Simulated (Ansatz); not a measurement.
The relaxed structure here is a generated cell of YGe2: the first start was made by placing the elements on the sites of a structure type, and the end was not matched to a known phase here, so it may be hypothetical.

The start is a generated cell, YGe2 built in the MoSi2 structure type. The structure is fully relaxed (lattice and positions, P = 0) with r2SCAN (plane waves to 500 eV, PAW, scalar-relativistic; Ansatz, an electronic-structure program). The first steps use a coarse 9×9×9 k-mesh.

The start:
```
YGe2
1.0
   -1.84304     1.84304     4.51093
    1.84304    -1.84304     4.51093
    1.84304     1.84304    -4.51093
Y Ge
1 2
Cartesian
  0.00000   0.00000   0.00000
  0.00000   0.00000   3.02503
  0.00000   0.00000   5.99683
```

| Quantity | Result |
|---|---|
| Initial pressure | +6 GPa (positive: the cell is compressed) |
| Energy released | 0.19 eV/atom |
| Shortest distances (start → end) | The closest pairs of elements (up to four, under 3.6 Å), start → end: Ge–Ge 2.97 → 2.72 Å; Ge–Y 3.00 → 3.02 Å; Y–Y 3.69 → 3.55 Å |
| Band gap at the end | zero (metallic) |
| Optimiser moves | 10 |

Final values are on a 18×18×18 k-mesh of the relaxed cell. No spin polarisation in the result. The relaxed primitive cell holds an odd number of electrons. A magnetic state may lie lower.

The run could not lose the symmetry of its start: the end is stationary, and may be a saddle point rather than a minimum.
